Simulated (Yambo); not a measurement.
G0W0@PBEsol for BaAlSiH (space group P3m1, No. 156) in Yambo (3×3×2 mesh, 8 Ry block, plasmon pole, screening fixed), without a terminator:

```csv
bands N in G,"gap A → (0, 0.333, 0) (eV)",shift of the valence edge (eV)
50,1.401,-0.065
94,1.427,-0.355
151,1.438,-0.455
```

Question: Extrapolate both columns to infinite N with E(N) = E∞ + A/N, test the form, and compare with the terminator.

Answer: From two points, E∞ = (N2 E2 − N1 E1)/(N2 − N1). The two largest N give 1.46 eV for the gap and -0.62 eV for the shift; the two smallest give 1.46 eV and -0.68 eV. For the gap the slopes A are -2.8 and -2.7 eV: the 1/N form holds. For the shift the slopes A are 31 and 25 eV: the form isn't reached, and its limit is uncertain. With the Bruneval-Gonze terminator and 151 bands the run gives 1.45 eV and -0.51 eV, 0.01 eV and 0.11 eV from the extrapolated values: the terminator too is an estimate of the remainder. Block, mesh and the bands in W are held fixed.

Geometry relaxed with PBEsol; primitive cell a = 4.2991 Å, b = 4.2991 Å, c = 5.0620 Å, α = 90.00°, β = 90.00°, γ = 120.00°.

The structure is a Materials Project entry; no match was found in the copy of COD used, and its stability was not checked.

A shift is the quasiparticle energy of the state minus its PBEsol energy.
